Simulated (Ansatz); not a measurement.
**Electric field gradients in LiAu₄Se₄Cl₄O₁₂**

The cell is a Materials Project structure (computed, not necessarily an observed phase).

```yaml
crystal:
  lattice:
    - [4.76084, 0.00000, 0.00000]
    - [0.31641, 10.07456, 0.00000]
    - [1.17739, 1.79327, 10.85929]
  atoms:
    - { symbol: Li, position: [0.53621, 0.23738, 0.87089] }
    - { symbol: Se, position: [0.72858, 0.86095, 0.27167] }
    - { symbol: Se, position: [0.22557, 0.72487, 0.89915] }
    - { symbol: Se, position: [0.83655, 0.29050, 0.10798] }
    - { symbol: Se, position: [0.19152, 0.14188, 0.70412] }
    - { symbol: Au, position: [0.01496, 0.58553, 0.17851] }
    - { symbol: Au, position: [0.01656, 0.00842, 0.99586] }
    - { symbol: Au, position: [0.01467, 0.42423, 0.81922] }
    - { symbol: Au, position: [0.96196, 0.99341, 0.49675] }
    - { symbol: Cl, position: [0.42143, 0.46151, 0.68027] }
    - { symbol: Cl, position: [0.65815, 0.50177, 0.32493] }
    - { symbol: Cl, position: [0.21291, 0.19018, 0.43004] }
    - { symbol: Cl, position: [0.70617, 0.79906, 0.55835] }
    - { symbol: O, position: [0.68401, 0.95332, 0.12737] }
    - { symbol: O, position: [0.69667, 0.35204, 0.96990] }
    - { symbol: O, position: [0.02973, 0.76241, 0.24322] }
    - { symbol: O, position: [0.10659, 0.18247, 0.05858] }
    - { symbol: O, position: [0.09003, 0.40953, 0.11415] }
    - { symbol: O, position: [0.94480, 0.83611, 0.93303] }
    - { symbol: O, position: [0.32889, 0.65977, 0.04378] }
    - { symbol: O, position: [0.90693, 0.23626, 0.75579] }
    - { symbol: O, position: [0.91519, 0.98883, 0.31850] }
    - { symbol: O, position: [0.97600, 0.61679, 0.87027] }
    - { symbol: O, position: [0.31605, 0.07291, 0.84837] }
    - { symbol: O, position: [0.00764, 0.00361, 0.67692] }
```

Atoms are numbered from 1 in the order listed; like atoms form one site, named after its first atom.

Level of theory: DFT, PBE, plane waves and PAW, scalar-relativistic, 420 eV cutoff, Γ-centred 7×4×3 k-points, Fermi–Dirac smearing 0.05 eV (Ansatz 0.2.0).

Conventions: |V_zz| ≥ |V_yy| ≥ |V_xx|, η = (V_xx − V_yy)/V_zz, C_Q = eQV_zz/h. Directions are in the Cartesian axes of the cell vectors above, for the atom listed; none is given where the gradient is under 0.02 or η is above 0.95.

```
site  first atom                                                                      first shell  V_zz (10²¹ V/m²)     η  direction of V_zz (x, y, z)
  Li           1                           3 O at 1.94–2.06 Å; also 1 O at 2.76 Å, 1 Cl at 2.91 Å              0.21  0.99                            –
 Se2           2                                                               3 O at 1.74–1.76 Å             -29.7  0.11              0.80 0.29 -0.52
 Se3           3                                                               3 O at 1.73–1.77 Å             -30.6  0.13              0.69 0.23 -0.69
 Se4           4                                                               3 O at 1.74–1.76 Å             -29.9  0.14             -0.58 -0.20 0.79
 Se5           5                                                               3 O at 1.73–1.79 Å             -30.4  0.20              0.74 0.29 -0.61
 Au6           6                                               3 O at 2.03–2.06 Å, 1 Cl at 2.30 Å              9.03  0.93               0.03 0.95 0.32
 Au7           7                                           4 O at 2.03–2.08 Å; also 1 O at 3.29 Å              5.95  0.66             0.95 -0.14 -0.26
 Au8           8      3 O at 2.11–2.22 Å, 1 Cl at 2.34 Å; also 2 O at 3.30–3.35 Å, 1 Cl at 3.34 Å              6.50  0.69               0.24 0.90 0.37
 Au9           9                                          2 O at 2.02–2.05 Å, 2 Cl at 2.31–2.32 Å             11.88  0.78               0.19 0.21 0.96
Cl10          10                              1 Au at 2.34 Å; also 1 Li at 2.91 Å, 1 Au at 3.34 Å              24.2  0.14              0.80 0.03 -0.61
Cl11          11                                                                   1 Au at 2.30 Å              29.7  0.01              0.69 0.25 -0.68
Cl12          12                                              1 Au at 2.32 Å; also 1 Se at 2.98 Å              27.5  0.12              0.50 0.80 -0.35
Cl13          13                                              1 Au at 2.31 Å; also 1 Se at 3.12 Å              29.2  0.08              0.52 0.80 -0.30
 O14          14                                       1 Se at 1.74 Å, 1 Au at 2.06 Å, angle 123°             14.48  0.82             -0.19 -0.35 0.92
 O15          15                                   1 Se at 1.74 Å, 1 Li at 1.94 Å, 1 Au at 2.18 Å             12.77  0.65              0.18 -0.24 0.95
 O16          16                                       1 Se at 1.75 Å, 1 Au at 2.03 Å, angle 123°            -14.49  0.98                            –
 O17          17  1 Se at 1.76 Å, 1 Au at 2.06 Å, angle 121°; also 1 Li at 2.76 Å, 1 Au at 3.35 Å             14.45  0.98                            –
 O18          18                  1 Se at 1.74 Å, 1 Au at 2.03 Å, angle 125°; also 1 Au at 3.30 Å             14.98  0.95                            –
 O19          19                                       1 Se at 1.77 Å, 1 Au at 2.03 Å, angle 121°            -15.77  0.92             -0.03 -0.33 0.94
 O20          20                                       1 Se at 1.74 Å, 1 Au at 2.06 Å, angle 117°             13.50  0.88             -0.05 -0.26 0.96
 O21          21              1 Se at 1.73 Å, 1 Li at 2.06 Å, 1 Au at 2.22 Å; also 1 Au at 3.29 Å             13.26  0.81              -0.53 0.75 0.40
 O22          22                                       1 Se at 1.76 Å, 1 Au at 2.02 Å, angle 123°             14.60  0.98                            –
 O23          23                                       1 Se at 1.73 Å, 1 Au at 2.11 Å, angle 132°             15.36  0.85               0.48 0.85 0.23
 O24          24                                   1 Se at 1.79 Å, 1 Li at 2.05 Å, 1 Au at 2.08 Å             13.34  0.82              0.04 -0.25 0.97
 O25          25                                       1 Se at 1.75 Å, 1 Au at 2.05 Å, angle 117°             14.15  0.96                            –
```

At Se2, Se3, Se4 and Se5 V_zz stands upright on the plane through its three neighbours (within 11°) in each case. At Cl10, Cl11, Cl12 and Cl13 V_zz points along its bond to Au (within 4°) in each case.

The largest force is 0.3 eV/Å, so the atoms aren't at the calculated equilibrium and relaxing them would move these values. With no gap above 0.1 eV, as in a metal, the gradients converge slowly in k; expect changes of a tenth or more on a denser mesh. Spin–orbit coupling is left out, which shifts gradients on Au by a few per cent in wide-gap crystals, and can shift them far more where the calculated gap is small or absent, as here. With these PAW files V_zz is typically within 2 to 3 % of all-electron values, but misses above 10 % occur on Li. Where η is near 1 the sign of V_zz means little.
